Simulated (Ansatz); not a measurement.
Input, command and steps of an Ansatz relaxation.

```yaml
crystal:
  lattice:
    - [-3.6791129, 3.6791129, -3.6791129]
    - [3.6791129, 3.6791129, 3.6791129]
    - [3.6791129, -3.6791129, -3.6791129]
  atoms:
    - { symbol: V, position: [0.7535524711, 0.5022331136, 0.7529866439] }
    - { symbol: V, position: [0.0021131931, 0.5043010319, 0.5054944033] }
    - { symbol: V, position: [0.7463697023, 0.7492388979, 0.5017501008] }
    - { symbol: Fe, position: [0.4962914117, 0.0007302306, 0.497614557], spin: 4.0 }
    - { symbol: Ni, position: [0.2500147866, 0.9965894114, 0.7500884394], spin: 2.0 }
    - { symbol: Ni, position: [0.9998695413, 0.2578101737, 0.759131446], spin: 2.0 }
    - { symbol: Ni, position: [0.5073870952, 0.7583295069, 0.7537888407], spin: 2.0 }
    - { symbol: Ni, position: [0.0002370829, 0.9981975006, 0.0012290081], spin: 2.0 }
    - { symbol: Ni, position: [0.2429977891, 0.4974465975, 0.2436170549], spin: 2.0 }
    - { symbol: Ni, position: [0.2502428332, 0.7518943064, 0.9995508428], spin: 2.0 }
    - { symbol: Cu, position: [0.9996470812, 0.7486374809, 0.2507192967] }
    - { symbol: Cu, position: [0.7452806573, 0.2493274688, 0.9978383479] }
    - { symbol: Cu, position: [0.4974525621, 0.4945144261, 0.9952959256] }
    - { symbol: Pd, position: [0.2479704784, 0.2475731744, 0.495000798] }
    - { symbol: Pd, position: [0.7432165597, 0.0014916464, 0.2464494497] }
    - { symbol: Pd, position: [0.4991469554, 0.2506767852, 0.2488874057] }
  symmetry: { detect: false }
basis:
  ecutwfc: 420
kpoints:
  mp_grid: { grid: [3, 3, 3], shift: [0.0, 0.0, 0.0] }
hamiltonian:
  xc: pbe
scf:
  occupations: { method: gaussian, width: 0.1 }
  lower_state_search: "off"
output:
  forces: true
  stress: true
  eigenvalues: true
  populations: true
magnetization:
  spin_polarized: true
relax:
  adjacent_minimum: "off"
  f_tol: 0.04
  max_steps: 50
  cell: { stress_tol: 0.3 }
```

```bash
ansatz run input.yaml --threads 4 --pin off --max-ram 9216MiB --backend cpu --events-out ev --progress --plain --runs-dir out
```

All numbers below come from DFT PBE, scalar-relativistic, plane waves, PAW in Ansatz.

Of 6 frames 5 are shown, positions in Å and forces in eV/Å; the SCF threshold varies from step to step. Steps run on the plane waves of an earlier cell, with a Pulay correction in the pressure. The basis is chosen afresh for the last frame, the zero of the energies, and at times for earlier ones too; energy and pressure can step there, also at an unchanged geometry. Where two frames share a geometry here, they differ by under 2 meV/atom and 0.3 GPa.

```xyz
16
Lattice="-3.6791 3.6791 -3.6791 3.6791 3.6791 3.6791 3.6791 -3.6791 -3.6791" Properties=species:S:1:pos:R:3:forces:R:3 pbc="T T T" step=1 free_energy_over_end_meV_per_atom=28.01 pressure_GPa=0.66
V     1.8457    1.8499   -3.6950    0.2894    0.5483   -0.3255
V     3.7074    0.0034   -0.0122    0.4150    0.5828   -0.6581
V     1.8566    3.6565   -1.8354    0.8840    0.2234   -0.2729
Fe    0.0076   -0.0022   -3.6540   -0.2639   -0.5841   -0.8164
Ni    5.5064    1.8267   -0.0129   -0.3097   -0.5753    0.2247
Ni    0.0628    1.8342   -5.5230   -0.0140   -0.2076    0.1338
Ni    3.6965    1.8834   -1.8500   -0.3485   -0.0752    0.4232
Ni    3.6761    3.6688    3.6671   -0.9883    0.0761    0.6579
Ni    1.8324    1.8279    0.0399    0.4179    0.3505    0.1155
Ni    5.5231    0.0095   -1.8318   -0.2310   -0.5379    0.6116
Cu   -0.0011    5.5097   -1.8459   -0.2763   -0.0078   -0.1194
Cu    1.8465   -0.0119   -5.4958   -0.4320    0.4454    0.0593
Cu    3.6510   -0.0122   -3.6726    0.2318   -0.0533    0.3108
Pd    1.8197    0.0020   -1.8226    1.1092   -0.0130   -0.4872
Pd   -1.8222    1.8332   -3.6356   -0.5854   -0.5387   -0.6386
Pd    0.0015    1.8430   -1.8298    0.1021    0.3666    0.7812
16
Lattice="-3.6895 3.6907 -3.6914 3.6771 3.6642 3.6773 3.6905 -3.6766 -3.6783" Properties=species:S:1:pos:R:3:forces:R:3 pbc="T T T" step=2 free_energy_over_end_meV_per_atom=7.78 pressure_GPa=-0.32
V     1.8559    1.8761   -3.7154    0.1607    0.3091   -0.1435
V     3.7235    0.0180   -0.0388    0.1704    0.2853   -0.3497
V     1.8939    3.6681   -1.8624    0.4703    0.0961   -0.1510
Fe   -0.0024   -0.0174   -3.6891   -0.1907   -0.3156   -0.4091
Ni    5.4934    1.7952   -0.0056   -0.1893   -0.3958    0.1002
Ni    0.0622    1.8348   -5.5262   -0.0020   -0.1250    0.0948
Ni    3.6847    1.8708   -1.8408   -0.1197    0.0050    0.2721
Ni    3.6400    3.6621    3.6925   -0.5536    0.0548    0.3159
Ni    1.8495    1.8397    0.0424    0.3186    0.1986    0.0598
Ni    5.5247   -0.0181   -1.8086   -0.0843   -0.2630    0.4041
Cu   -0.0207    5.5130   -1.8650   -0.1445    0.0188   -0.1112
Cu    1.8279    0.0094   -5.5038   -0.2322    0.2030   -0.0510
Cu    3.6707   -0.0173   -3.6663    0.1508   -0.0491    0.1577
Pd    1.8702    0.0046   -1.8540    0.3131    0.0175   -0.1681
Pd   -1.8625    1.8133   -3.6701   -0.0589   -0.1328   -0.1462
Pd    0.0020    1.8645   -1.8037   -0.0089    0.0931    0.1254
16
Lattice="-3.6762 3.6553 -3.6752 3.6866 3.6496 3.6591 3.7009 -3.6392 -3.6838" Properties=species:S:1:pos:R:3:forces:R:3 pbc="T T T" step=3 free_energy_over_end_meV_per_atom=0.51 pressure_GPa=0.97
V     1.9107    1.9004   -3.7124    0.0637   -0.0087   -0.0368
V     3.7262    0.0491   -0.0981    0.0244    0.0341    0.0244
V     1.9497    3.6608   -1.8697    0.0383    0.0625   -0.0215
Fe   -0.0187   -0.0464   -3.7295   -0.0356   -0.0591   -0.0126
Ni    5.4944    1.7453   -0.0188   -0.0422    0.0780    0.0112
Ni    0.0982    1.8188   -5.4848   -0.0819    0.0111   -0.0100
Ni    3.7089    1.8600   -1.8315   -0.0176   -0.0116    0.0127
Ni    3.5948    3.6776    3.7048    0.0322   -0.0717    0.0190
Ni    1.9069    1.8508    0.0321   -0.0529   -0.0001   -0.0268
Ni    5.5520   -0.0261   -1.7809    0.0245   -0.0033    0.0114
Cu   -0.0098    5.4723   -1.8764    0.0126   -0.0198    0.0298
Cu    1.8175    0.0454   -5.5073    0.0675   -0.0397   -0.0023
Cu    3.7297   -0.0333   -3.6345    0.0035    0.0294   -0.0406
Pd    1.8843    0.0057   -1.9020    0.0114   -0.0081    0.0530
Pd   -1.8702    1.7987   -3.6639    0.0159    0.0046   -0.0347
Pd    0.0148    1.8757   -1.8079   -0.0639    0.0025    0.0241
16
Lattice="-3.6928 3.6740 -3.6913 3.6944 3.6628 3.6785 3.7030 -3.6612 -3.6887" Properties=species:S:1:pos:R:3:forces:R:3 pbc="T T T" step=4 free_energy_over_end_meV_per_atom=0.14 pressure_GPa=-0.57
V     1.9099    1.9036   -3.7225   -0.0209   -0.0126    0.0165
V     3.7351    0.0506   -0.0894   -0.0131   -0.0027   -0.0055
V     1.9487    3.6822   -1.8746    0.0224   -0.0153   -0.0038
Fe   -0.0335   -0.0628   -3.7410    0.0010    0.0241    0.0044
Ni    5.4967    1.7564   -0.0060   -0.0013    0.0135   -0.0030
Ni    0.0780    1.8247   -5.4990    0.0099    0.0163   -0.0072
Ni    3.7030    1.8621   -1.8269    0.0099   -0.0166   -0.0191
Ni    3.6045    3.6842    3.7252    0.0088   -0.0095    0.0096
Ni    1.8981    1.8566    0.0345   -0.0106   -0.0012    0.0151
Ni    5.5608   -0.0332   -1.7670   -0.0024   -0.0062   -0.0181
Cu   -0.0170    5.4908   -1.8780   -0.0100    0.0024    0.0063
Cu    1.8119    0.0375   -5.5199    0.0177   -0.0025   -0.0100
Cu    3.7304   -0.0372   -3.6435   -0.0126    0.0156    0.0103
Pd    1.8802    0.0057   -1.8970    0.0262    0.0061   -0.0141
Pd   -1.8754    1.8068   -3.6794   -0.0160   -0.0171    0.0145
Pd    0.0066    1.8835   -1.8139   -0.0094    0.0056    0.0041
16
Lattice="-3.6885 3.6716 -3.6868 3.6872 3.6575 3.6740 3.7002 -3.6588 -3.6856" Properties=species:S:1:pos:R:3:forces:R:3 pbc="T T T" step=6 free_energy_over_end_meV_per_atom=0.00 pressure_GPa=0.01
V     1.9040    1.8993   -3.7184   -0.0068   -0.0144   -0.0004
V     3.7299    0.0486   -0.0890   -0.0099    0.0047   -0.0008
V     1.9465    3.6759   -1.8736    0.0119   -0.0035    0.0043
Fe   -0.0306   -0.0588   -3.7362   -0.0043    0.0007   -0.0035
Ni    5.4886    1.7543   -0.0070    0.0009   -0.0003    0.0002
Ni    0.0784    1.8237   -5.4957    0.0030    0.0052   -0.0053
Ni    3.6991    1.8576   -1.8269    0.0049   -0.0025   -0.0006
Ni    3.5995    3.6769    3.7211   -0.0026    0.0040    0.0037
Ni    1.8933    1.8540    0.0354    0.0017    0.0032    0.0053
Ni    5.5526   -0.0359   -1.7691    0.0044   -0.0025    0.0018
Cu   -0.0192    5.4863   -1.8752   -0.0083   -0.0028   -0.0002
Cu    1.8124    0.0360   -5.5156    0.0046    0.0063   -0.0039
Cu    3.7236   -0.0366   -3.6408   -0.0034    0.0046   -0.0023
Pd    1.8799    0.0052   -1.8947    0.0014    0.0034   -0.0009
Pd   -1.8737    1.8040   -3.6750    0.0003   -0.0048    0.0012
Pd    0.0050    1.8809   -1.8101    0.0022   -0.0014    0.0013
```

The run took 10 min on 4 threads of Arm Neoverse V2, on a shared host, peak memory 1.6 GiB.

The k mesh is coarse. Only parallel moments were tried here.